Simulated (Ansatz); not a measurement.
Ga$_{3}$Pt$_{2}$:
Space group P-3m1 (No. 164); a = b = 4.2455 Å, c = 5.2139 Å, α = β = 90.00°, γ = 120.00°

```
atom  site  symmetry       x       y       z
----  ----  --------  ------  ------  ------
Pt      2d       3m.  0.3333  0.6667  0.1625
Ga      1a      -3m.  0.0000  0.0000  0.0000
Ga      2d       3m.  0.6667  0.3333  0.3569
```

Relaxed at zero pressure with PBEsol in the plane-wave PAW code Ansatz.

Q: The volume is raised by 9 % and shape and atoms relax at that volume. What pressure results, and how do the axes share the change?

A: -10.3 GPa; a 3.6 %, b 3.6 %, c 1.6 %; the energy rises by 52 meV/atom.

Q: Give the new structure.

A: 
Space group P-3m1 (No. 164); a = b = 4.397 Å, c = 5.299 Å, α = β = 90.00°, γ = 120.00°

```csv
atom,site,symmetry,x,y,z
Pt,2d,3m.,0.3333,0.6667,0.1598
Ga,1a,-3m.,0.0000,0.0000,0.0000
Ga,2d,3m.,0.6667,0.3333,0.3555
```

The phase is kept; no other phase was compared at this pressure.

The workflow started from an entry of the Crystallography Open Database (COD). Whether it is the stable phase at ambient conditions was not checked. The PBEsol relaxation kept the symmetry of its start; of distortions, only those at the zone centre were tested. The run is not spin-polarised. Axis ratios of metals converge slowly with the k-mesh, so a and c are less sure than the volume. Scalar-relativistic: spin–orbit coupling is off unless named, which matters more the heavier the elements.

Potentials: the later of the program's two PAW sets.
